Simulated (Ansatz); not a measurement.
Here is the system:

BeAlNO:
```cif
data_AlBeNO
_chemical_formula_sum 'Al1 Be1 O1 N1'
_space_group_name_H-M_alt 'P 1'
_space_group_IT_number 1
_cell_length_a 2.98427
_cell_length_b 2.98427
_cell_length_c 4.65204
_cell_angle_alpha 90.000
_cell_angle_beta 90.000
_cell_angle_gamma 120.000
loop_
_space_group_symop_operation_xyz
  'x, y, z'
loop_
_atom_site_label
_atom_site_type_symbol
_atom_site_fract_x
_atom_site_fract_y
_atom_site_fract_z
_atom_site_occupancy
Al1 Al 0.33333 0.66667 0.51126 1
Be1 Be 0.66667 0.33333 0.99165 1
O1 O 0.33333 0.66667 0.11307 1
N1 N 0.66667 0.33333 0.63401 1
```

This is the PBEsol-relaxed structure.

Question: All from the program Ansatz at the PBEsol level (PAW), unless another level is named. Estimate the electronic dielectric constant ε∞ (DFPT).

Answer: 3.81 (xx = yy), 3.81 (zz).

Question: Predict the Born charges (a third of the trace).

Answer: Al +2.50, Be +1.91, O -2.07, N -2.34 e.

Question: And the static dielectric constant ε0 (ions relaxed, cell fixed)?

Answer: 12.1 (xx = yy), 8.14 (zz).

Question: And the largest static χ(2) component?

Answer: 4.7 pm/V.

Space group P3m1. The start of the workflow was typed in or built on a structure type; neither database checked (COD, Materials Project) lists it. Its standing as an ambient phase is unchecked. The PBEsol relaxation kept the symmetry of its start; whether a distortion lowers the energy is not shown.

Potentials: the earlier of the program's two PAW sets. The files were generated under PBE; for other functionals the program regenerates the frozen cores, and for LDA and PBEsol the local potential too.
